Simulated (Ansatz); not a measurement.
Input and command of a calculation in Ansatz (plane waves; scalar-relativistic PAW potentials unless the input names others):

```yaml
crystal:
  lattice:
    - [0.0, 2.9840397574, 2.9840397574]
    - [2.9840397574, 0.0, 2.9840397574]
    - [2.9840397574, 2.9840397574, 0.0]
  atoms:
    - { symbol: Ti, position: [0.25, 0.25, 0.25] }
    - { symbol: Ti, position: [0.75, 0.75, 0.75] }
    - { symbol: Si, position: [0.0, 0.0, 0.0] }
basis:
  ecutwfc: 420
kpoints:
  mp_grid: { grid: [1, 1, 1] }
hamiltonian:
  xc: pbe
scf:
  occupations: { method: gaussian, width: 0.1 }
  max_iter: 100
output:
  forces: true
  eigenvalues: true
  stress: true
```

```bash
ansatz run input.yaml --threads 1 --pin off --max-ram 2560MiB --backend cpu --events-out ev --progress --plain --runs-dir out
```

Abridged log:
```
Basis set: ecut = 420 eV, 1037 PW (Γ), exchange–correlation on 60×60×60 points (8 copies of the dense FFT grid, shifted against one another)
Bands: 18, of which v1, the nominal top of the filled ones, is band 14 counted from 1 (13 counted from 0)
Symmetry: 48 space group operations
k-points: 1
SCF iter   1: F=—  HF=-5641.198568 eV  |F-HF|=—  |Δ(HF+E_count)|=         —  Δρ=4.71e-2  dr2=1.98e0  ethr=1.77e-3  ⟨swp⟩=5.0  Hψ=83  notcnv=0
SCF iter   2: F=—  HF=-5640.964221 eV  |F-HF|=—  |Δ(HF+E_count)|=   2.34e-1  Δρ=3.89e-2  dr2=7.97e-1  ethr=1.77e-3  ⟨swp⟩=3.0  Hψ=50  notcnv=0
SCF iter   3: F=—  HF=-5640.752696 eV  |F-HF|=—  |Δ(HF+E_count)|=   2.12e-1  Δρ=9.12e-3  dr2=3.88e-2  ethr=1.77e-3  ⟨swp⟩=3.0  Hψ=37  notcnv=0
SCF iter   4: F=—  HF=-5640.765526 eV  |F-HF|=—  |Δ(HF+E_count)|=   1.28e-2  Δρ=1.40e-3  dr2=1.20e-3  ethr=1.38e-4  ⟨swp⟩=2.0  Hψ=36  notcnv=0
SCF iter   5: F=—  HF=-5640.766486 eV  |F-HF|=—  |Δ(HF+E_count)|=   9.60e-4  Δρ=1.07e-3  dr2=6.36e-4  ethr=4.29e-6  ⟨swp⟩=2.0  Hψ=34  notcnv=0
SCF iter   6: F=—  HF=-5640.766312 eV  |F-HF|=—  |Δ(HF+E_count)|=   1.75e-4  Δρ=4.27e-4  dr2=1.05e-4  ethr=2.27e-6  ⟨swp⟩=2.0  Hψ=23  notcnv=0
SCF iter   7: F=—  HF=-5640.766277 eV  |F-HF|=—  |Δ(HF+E_count)|=   3.43e-5  Δρ=5.07e-5  dr2=1.60e-6  ethr=3.74e-7  ⟨swp⟩=3.0  Hψ=30  notcnv=0
SCF iter   8: F=—  HF=-5640.766286 eV  |F-HF|=—  |Δ(HF+E_count)|=   8.91e-6  Δρ=5.48e-6  dr2=1.54e-8  ethr=3.57e-10  ⟨swp⟩=3.0  Hψ=72  notcnv=0
SCF iter   9: F=-5640.766286 eV  HF=-5640.766286 eV  |F-HF|=5.09e-11  |Δ(HF+E_count)|=   4.95e-9  Δρ=2.83e-7  dr2=5.74e-11  ethr=5.50e-11  ⟨swp⟩=2.0  Hψ=54  notcnv=0
SCF 1 converged in 9 iterations: F = -5640.766286 eV  dr2 = 5.74e-11
SCF converged after 9 iterations
Free energy (F): -5640.766286 eV
Harris-Foulkes:  -5640.766286 eV  (|F-HF|=5.09e-11)
Internal energy: -5640.766286 eV  (E = F + TS)
E sigma→0 (E₀):  -5640.766286 eV
Fermi energy:    12.418410 eV
--- Forces (eV/Å), atoms counted from 1 ---
  atom   1  Ti     0.00000000     0.00000000     0.00000000
  atom   2  Ti     0.00000000     0.00000000     0.00000000
  atom   3  Si     0.00000000     0.00000000     0.00000000
--- Stress (GPa, compression-positive) ---
      -44.484075       0.000000       0.000000
        0.000000     -44.484075       0.000000
        0.000000       0.000000     -44.484075
  P = ⅓ Tr σ = -44.4841 GPa (-444.841 kbar)
```

**Question.** Find the fault.

**Answer.** The fault is one k-point for a small cell (kpoints.mp_grid.grid: [14, 14, 14] → [1, 1, 1], the first being the value of the sound run). Setting it back cures it. The run converged all the same, with an energy at zero smearing 1.6 eV/atom below the reference's, pressure -44.48 GPa, largest force 0.000 eV/Å, gap on the mesh 3.79 eV, so convergence alone doesn't show that an input is right. A reference run on usual settings, whose relaxation ended at this geometry, converged, and the end of its own relaxation has pressure -0.03 GPa, largest force 0.000 eV/Å, no gap on the mesh.

Time: 0.96 s on 1 thread of Intel(R) Xeon(R) Platinum 8259CL CPU @ 2.50GHz (Skylake/Cascade Lake) (shared host), peak memory 0.33 GiB.